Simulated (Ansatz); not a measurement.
TiSi (NiAs type, P6_3/mmc), the program Ansatz at the PBE level (PAW), all energies at zero smearing, with the estimated change up to a 700 eV cutoff added, with one set of potentials and settings (totals compare only within such a set). Cell of 4 atoms (2 Ti, 2 Si): -6272.471 eV.

```csv
element,reference phase,E (eV/atom)
Ti,"P6/mmm, 3 atoms in the cell",-2499.6739
Si,"Fd-3m, 2 atoms in the cell",-635.8096
```

Formation energy per atom, worked out: (-6272.471 − 2×(-2499.6739) − 2×(-635.8096))/4 = -0.376 eV/atom (-36 kJ per mol of atoms), at 0 K, without zero-point energy or fitted corrections.

A made-up cell: these elements were put on the sites of a structure type; neither database checked (COD, Materials Project) lists it. COD files the formula under space group No. 25, so this cell is another polymorph or a model. Its standing as an ambient phase is unchecked. The cell keeps a stress of up to 0.2 GPa. The cell was relaxed with PBE under the symmetry of its start; whether a distortion lowers the energy is not shown. The run is not spin-polarised. The references are the lowest solids computed at this level, not always the standard phases.

Potentials: the later of the program's two PAW sets.
